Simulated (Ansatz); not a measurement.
Input and command of a plane-wave DFT calculation in Ansatz:

```yaml
crystal:
  lattice:
    - [3.3922278395, 0.0, 0.0]
    - [0.0, 3.3922278395, 0.0]
    - [0.0, 0.0, 4.2863748516]
  atoms:
    - { symbol: C, position: [0.0, 0.5, 0.2351], spin: 1.0 }
    - { symbol: C, position: [0.5, 0.0, 0.7649], spin: 1.0 }
    - { symbol: O, position: [0.0, 0.0, 0.0], spin: 1.0 }
    - { symbol: O, position: [0.5, 0.5, 0.0], spin: 1.0 }
basis:
  ecutwfc: 420
kpoints:
  mp_grid: { grid: [6, 6, 4] }
hamiltonian:
  xc: pbe
scf:
  occupations: { method: gaussian, width: 0.1 }
  lower_state_search: "off"
output:
  forces: true
  stress: true
  eigenvalues: true
  populations: true
magnetization:
  spin_polarized: true
```

```bash
ansatz run input.yaml --threads 1 --pin off --max-ram 2560MiB --backend cpu --events-out ev --progress --plain --runs-dir out
```

Processor: Arm Neoverse V1, 1 thread, on a host shared with other jobs.

Question: How long does it run, and how much memory does it take?

Answer: About 6.3 s on 1 thread of Arm Neoverse V1, on a shared host, peak memory 0.29 GiB. It solves 16 bands at 30 k points (the mesh reduced by the symmetry that the task leaves, which can be less than the crystal's) with about 971 plane waves, in 17 SCF iterations.
